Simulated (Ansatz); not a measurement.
InGa3P4 as one 8-atom ordering (Amm2) on the zincblende lattice at its r2SCAN geometry, run in the plane-wave code Ansatz at 2 levels of theory. Spin-unpolarised throughout. Whether this structure exists isn't addressed.

The r2SCAN input:
```yaml
crystal:
  lattice:
    - [3.9325968386, 0.0, 0.0]
    - [0.0, 3.9388578913, 5.5760865123]
    - [0.0, -3.9388578913, 5.5760865123]
  atoms:
    - { symbol: Ga, position: [0.0, -0.0003388212, -0.0003388212] }
    - { symbol: Ga, position: [0.5, -9.11062e-05, 0.5003205666] }
    - { symbol: Ga, position: [0.5, 0.5003205666, -9.11062e-05] }
    - { symbol: In, position: [0.0, 0.4993371682, 0.4993371682] }
    - { symbol: P, position: [0.5, 0.1250709928, 0.1250709928] }
    - { symbol: P, position: [0.0, 0.1096614009, 0.6300475673] }
    - { symbol: P, position: [0.0, 0.6300475673, 0.1096614009] }
    - { symbol: P, position: [0.5, 0.6359922316, 0.6359922316] }
kpoints:
  mp_grid: { grid: [6, 4, 4] }
  band_path:
    path:
      - [0.0, 0.0, 0.0]
      - [0.0, 0.5, 0.5]
      - [0.0, 0.6252554367, 0.3747445633]
      - [0.0, 0.3747445633, -0.3747445633]
      - [0.5, 0.0, 0.0]
      - [0.5, 0.3747445633, -0.3747445633]
      - [0.5, 0.6252554367, 0.3747445633]
      - [0.5, 0.5, 0.5]
      - [0.0, 0.5, 0.0]
    npoints: 1
hamiltonian:
  xc: r2scan
scf:
  occupations: { method: fixed }
  n_extra_bands: 6
output:
  forces: true
  stress: true
  eigenvalues: true
  write_density: true
  write_potential: true
  elf: true
  volumetric_format: npy
```

Main results, then, where recorded, the levels near the gap in eV from the Fermi energy (columns number the bands from 0), one row a point of the path (Γ, Y, C₀, Σ₀, Z, A₀, E₀, T, S):
```
Crystal: 8 atoms, lattice volume = 172.746 Å³
Symmetry: 4 space group operations
Space group: Amm2 (ITA 38)
```
```
Basis set: ecut = 500 eV, 4381 PW (Γ)
k-points: 28 of 96 (time reversal used)
SCF converged after 8 iterations
Free energy (F): -20022.940668 eV
Fermi energy:    6.912571 eV
--- Forces (eV/Å), atoms counted from 1 ---
  atom   1  Ga      0.00000      0.00000      0.00042
  atom   2  Ga      0.00000    -0.00105    -0.00021
  atom   3  Ga      0.00000      0.00105    -0.00021
  atom   4  In      0.00000      0.00000    -0.00093
  atom   5  P       0.00000      0.00000    -0.00124
  atom   6  P       0.00000      0.00059      0.00052
  atom   7  P       0.00000    -0.00059      0.00052
  atom   8  P       0.00000      0.00000      0.00114
--- Stress (GPa, compression-positive) ---
       -0.001696       0.000000       0.000000
        0.000000      -0.006873       0.000000
        0.000000       0.000000      -0.004469
  P = ⅓ Tr σ = -0.0043 GPa (-0.043 kbar)
```
```tsv
band_31	band_32	band_33	band_34	band_35	band_36	band_37	band_38
-1.245	-1.059	-0.105	-0.095	0.000	1.484	1.707	1.827
-1.962	-1.709	-1.536	-1.478	-0.922	2.297	2.394	3.044
-1.956	-1.881	-1.688	-1.488	-0.626	2.656	2.725	2.864
-1.956	-1.881	-1.688	-1.488	-0.626	2.656	2.725	2.864
-3.472	-3.453	-3.244	-1.483	-1.109	3.024	3.670	4.747
-2.719	-2.240	-1.823	-1.402	-1.353	1.974	2.119	2.377
-2.719	-2.240	-1.823	-1.402	-1.353	1.974	2.119	2.377
-2.718	-1.437	-1.205	-1.152	-1.002	1.537	1.770	1.861
-2.058	-0.933	-0.923	-0.591	-0.474	1.967	2.369	2.466
```

The r2SCAN gap is direct at Γ: 1.48 eV.

Question: In the first input these blocks are replaced (the band path and keys that only write files left aside):
```yaml
kpoints:
  mp_grid: { grid: [4, 2, 2] }
hamiltonian:
  xc: pbe0
```
What comes out?

Answer:
```
Basis set: ecut = 420 eV, 3387 PW (Γ)
k-points: 9 of 16
Exchange kernel: α = 0.2500, full range, Wigner–Seitz truncation, v(0) = 6752.3709 eV·Å³, q-mesh 4×2×2
hybrid outer 1: dexx = +4.806e-2 eV, tail = 1.31e-4 eV
hybrid outer 2: dexx = +7.692e-6 eV, tail = 7.96e-8 eV, Δε = 2.99e-3 eV, ΔF = 1.53e-3 eV/Å
hybrid SCF converged: 2 outer / 12 inner (+4 warm-up)
Free energy (F): -19980.060064 eV
Fermi energy:    6.318129 eV
--- Forces (eV/Å), atoms counted from 1 ---
  atom   1  Ga      0.00000      0.00000    -0.02651
  atom   2  Ga      0.00000      0.02177    -0.02959
  atom   3  Ga      0.00000    -0.02177    -0.02959
  atom   4  In      0.00000      0.00000    -0.02660
  atom   5  P       0.00000      0.00000      0.03562
  atom   6  P       0.00000      0.03851      0.05100
  atom   7  P       0.00000    -0.03851      0.05100
  atom   8  P       0.00000      0.00000    -0.02541
--- Stress (GPa, compression-positive) ---
        0.468411       0.000000       0.000000
        0.000000       0.255456       0.000000
        0.000000       0.000000      -0.351570
  P = ⅓ Tr σ = 0.1241 GPa (1.241 kbar)
```
```tsv
band_31	band_32	band_33	band_34	band_35	band_36	band_37	band_38
-1.300	-1.119	-0.108	-0.095	0.000	2.615	2.857	2.911
-2.056	-1.794	-1.625	-1.546	-1.000	3.483	3.569	4.278
-2.001	-1.977	-1.737	-1.575	-0.662	3.844	3.916	4.069
-2.001	-1.977	-1.737	-1.575	-0.662	3.844	3.916	4.069
-3.677	-3.666	-3.454	-1.552	-1.175	4.265	4.891	5.931
-2.859	-2.325	-1.911	-1.456	-1.411	3.066	3.228	3.511
-2.859	-2.325	-1.911	-1.456	-1.411	3.066	3.228	3.511
-2.870	-1.505	-1.253	-1.204	-1.067	2.657	2.921	2.921
-2.182	-0.954	-0.954	-0.614	-0.510	3.146	3.534	3.635
```
PBE0 gives a direct gap of 2.61 eV at Γ. The mean stress, +0.1 GPa, is small, and the program warns that its thresholds are loose for a hybrid's stress.

The hybrids run on coarser meshes, which limits their stresses and small splittings of levels.

Totals of different functionals can't be compared.

Spin-orbit coupling is left out, which matters wherever the heavy atoms make up the band edges.

The meshes of the hybrids are coarse, so their gaps aren't converged to the digits shown.
